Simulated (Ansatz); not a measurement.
The cell below belongs to a search over invented structures; it isn't taken from experiment.

Input and command of a plane-wave DFT calculation in Ansatz:

```yaml
crystal:
  lattice:
    - [-2.95899224, 3.1622901, 3.77255783]
    - [2.95899224, -3.1622901, 3.77255783]
    - [2.95899224, 3.1622901, -3.77255783]
  atoms:
    - { symbol: Si, position: [0.75764948, 0.25108192, 0.0087314] }
    - { symbol: Si, position: [0.24235052, 0.25108192, 0.49343243] }
    - { symbol: Si, position: [0.24235052, 0.74891808, 0.9912686] }
    - { symbol: Si, position: [0.75764948, 0.74891808, 0.50656757] }
    - { symbol: Si, position: [0.0, 0.0, 0.0] }
    - { symbol: Si, position: [0.0, 0.5, 0.5] }
    - { symbol: As, position: [0.5, 0.0, 0.5] }
basis:
  ecutwfc: 420
kpoints:
  mp_grid: { grid: [4, 4, 4] }
hamiltonian:
  xc: pbe
scf:
  occupations: { method: gaussian, width: 0.2 }
  lower_state_search: "off"
output:
  forces: true
  stress: true
  eigenvalues: true
relax:
  adjacent_minimum: "off"
  f_tol: 0.08
  max_steps: 16
  cell: { stress_tol: 0.8 }
```

```bash
ansatz run input.yaml --threads 1 --pin off --max-ram 2560MiB --backend cpu --events-out ev --progress --plain --runs-dir out
```

Processor: Intel(R) Xeon(R) Processor @ 2.50GHz (Skylake/Cascade Lake), 1 thread, on a host shared with other jobs.

Q: Estimate time, memory and problem size.

A: About 2.7 min, peak memory 0.44 GiB. It solves 27 bands at 18 k points (after reduction by symmetry) with about 2569 plane waves (on the last cell), in 109 SCF iterations over 16 ionic steps.
